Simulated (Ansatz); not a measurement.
Data:

C:
```
CELL_PARAMETERS angstrom
      2.51231     0.00000     0.00000
     -1.25616     2.17573     0.00000
      0.00000     0.00000    12.39174
ATOMIC_POSITIONS crystal
  C  0.66667 0.33333 0.35494
  C  0.33333 0.66667 0.64506
  C  0.33333 0.66667 0.85494
  C  0.66667 0.33333 0.14506
  C  0.66667 0.33333 0.02076
  C  0.33333 0.66667 0.97924
  C  0.33333 0.66667 0.52076
  C  0.66667 0.33333 0.47924
  C  0.00000 0.00000 0.68683
  C  0.00000 0.00000 0.31317
  C  0.00000 0.00000 0.18683
  C  0.00000 0.00000 0.81317
```

This is the r²SCAN-relaxed structure. Cartesian axes are those of the cell as given.

Problem. All from DFT-r²SCAN in the program Ansatz with PAW potentials, unless another level is named. Estimate the HSE06 gap on the r²SCAN cell.

Solution. 5.61 eV.

Problem. Give the smallest direct gap on the standard path.

Solution. 5.68 eV.

Problem. Predict the band gap.

Solution. 4.66 eV (indirect).

Problem. Predict the hole effective mass, band 2 of 2 at the edge.

Solution. 0.26 along x, 0.65 along z (mₑ).

Problem. Predict the valence-band maximum.

Solution. at Γ.

Space group P6_3/mmc. The workflow started from a Materials Project entry (that database holds measured and hypothetical structures alike). Its sites differ from those of the usual phase in this space group: another stacking or structure type. The r²SCAN relaxation kept the symmetry of its start; phonons on a q-mesh show no instability.

Potentials: the later of the program's two PAW sets.
